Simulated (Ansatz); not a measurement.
Eu (bcc, W type), scan of one atom of the cell

Starting cell, Eu (bcc, W type):

```xyz
4
Lattice="-8.7615 8.7615 8.7615 2.1904 -2.1904 2.1904 2.1904 2.1904 -2.1904" Properties=species:S:1:pos:R:3 pbc="T T T"
Eu     0.0000     0.0000     0.0000
Eu    -4.3807     4.3807     4.3807
Eu    -2.1904     2.1904     2.1904
Eu    -6.5711     6.5711     6.5711
```

In this cell atom 3 (Eu, nearest neighbour Eu at 3.794 Å; its periodic images, 3.8 Å or more away, move with it) is moved by s towards the nearest neighbour, unit vector (-0.577, 0.577, 0.577); all other atoms and the cell stay fixed.

Computed with PBE (plane waves to 420 eV, PAW, scalar-relativistic; Ansatz, an electronic-structure program). k mesh 3×12×12 (Γ-centred), Fermi-Dirac smearing 0.05 eV. The energy includes the smearing's −TS. Compression counts positive. With partly filled bands, energies and forces of such displacements shift with the k mesh and the smearing. F∥ is the force on the atom along that direction. Eu was relaxed with its symmetry unable to fall. Relaxed Eu ends ferromagnetic. The PAW data are Ansatz's earlier set. The relaxed volume of Eu is well below the measured one. The magnetic order is the one the run started from; other orders were not tried. The f-shell state is unchecked: a lower one may exist. ΔE is measured from the undisplaced structure.

| s (Å) | ΔE (meV/cell) | P (GPa) | moment (μB/cell) | F∥ (eV/Å) |
|---|---|---|---|---|
| -0.760 | 464 | 0.6 | 29.68 | 1.277 |
| -0.608 | 293 | 0.4 | 29.48 | 0.980 |
| -0.456 | 164 | 0.2 | 29.29 | 0.722 |
| -0.304 | 73 | 0.1 | 29.15 | 0.479 |
| -0.152 | 18 | 0.0 | 29.08 | 0.239 |
| 0.000 | 0 | 0.0 | 29.05 | 0.000 |
| 0.152 | 18 | 0.0 | 29.08 | -0.239 |
| 0.304 | 73 | 0.1 | 29.15 | -0.479 |
| 0.456 | 164 | 0.2 | 29.29 | -0.722 |
| 0.608 | 293 | 0.4 | 29.48 | -0.980 |
| 0.760 | 464 | 0.6 | 29.68 | -1.277 |

Derived quantities:

* **Energy at s = 0.760 Å**: 464 meV/cell
* **Force along the line at s = -0.760 Å**: 1.28 eV/Å
* **Symmetry of the curve**: even: the same for both signs
* **Shape of the curve**: a single well with its minimum at or next to zero displacement
* **Force constant k = d²E/ds² at s = 0 (finite differences)**: 1.57 eV/Å²
* **Harmonic estimate at the end of the scan**: ½ks² = 454 meV/cell against the computed 464 meV/cell, so the well is close to harmonic there

(A displaced cell: forces are minus the slopes of the energy, force constants its curvatures, and phonons follow from these.)
